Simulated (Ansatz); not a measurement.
**Li2Cr2O7 — 53Cr NMR of the central transition**

Cell: a Materials Project structure (computed, not necessarily an observed phase), atoms as given.

Space group C2/c (No. 15); a = 7.3947, b = 8.1994, c = 9.9558 Å, β = 111.63°.

```
site  Wyckoff  site symmetry       x       y       z
  Li       8f              1  0.5533  0.1746  0.4790
  Cr       8f              1  0.1955  0.0169  0.2088
  O9       8f              1  0.6330  0.3497  0.1193
 O10       8f              1  0.2503  0.1527  0.1115
 O11       8f              1  0.3794  0.9854  0.3589
 O13       4e              2  0.5000  0.5920  0.2500
```

One atom of each set is listed; the run and its k-mesh use a cell of 22 atoms with edges of 5.52, 5.52, 9.96 Å.

Method: Kohn–Sham DFT in Ansatz, PBE, plane waves and PAW, scalar-relativistic, 420 eV cutoff, Γ-centred 5×5×3 k-points, Fermi–Dirac smearing 0.02 eV.

53Cr has I = 3/2 and Q = -150.0 mb (Pyykkö 2018); at 14.1 T its Larmor frequency is ν₀ = 34.0 MHz. Only the quadrupole interaction is simulated: positions count from each site's isotropic chemical shift, and shift anisotropy, dipolar and J coupling are left out.

Simulated pattern of one Cr site (static powder, Gaussian broadening 30 kHz):

```json
{"offset (kHz)": "-690.6", "height": "0"}
{"offset (kHz)": "-643.8", "height": "16"}
{"offset (kHz)": "-597.0", "height": "46"}
{"offset (kHz)": "-550.2", "height": "50"}
{"offset (kHz)": "-503.4", "height": "53"}
{"offset (kHz)": "-456.6", "height": "58"}
{"offset (kHz)": "-409.8", "height": "65"}
{"offset (kHz)": "-363.0", "height": "80"}
{"offset (kHz)": "-316.2", "height": "100"}
{"offset (kHz)": "-269.4", "height": "77"}
{"offset (kHz)": "-222.6", "height": "67"}
{"offset (kHz)": "-175.8", "height": "62"}
{"offset (kHz)": "-129.0", "height": "59"}
{"offset (kHz)": "-82.2", "height": "58"}
{"offset (kHz)": "-35.4", "height": "58"}
{"offset (kHz)": "11.4", "height": "52"}
{"offset (kHz)": "58.2", "height": "48"}
{"offset (kHz)": "105.0", "height": "54"}
{"offset (kHz)": "151.8", "height": "65"}
{"offset (kHz)": "198.6", "height": "98"}
{"offset (kHz)": "245.4", "height": "67"}
{"offset (kHz)": "292.2", "height": "47"}
{"offset (kHz)": "339.0", "height": "16"}
{"offset (kHz)": "385.8", "height": "0"}
```

Task: Which |C_Q| and η does the pattern imply?

Result: The pattern spans 968 kHz before broadening and its centre of gravity is at -149 kHz, which fixes P_Q; the places of the horns and steps fix η. That gives P_Q = 14.2 MHz, |C_Q| = 14.0 MHz and η = 0.33. The sign of C_Q can't be read from the pattern.

With ν_Q/ν₀ up to 0.21, terms beyond second order are no longer negligible.
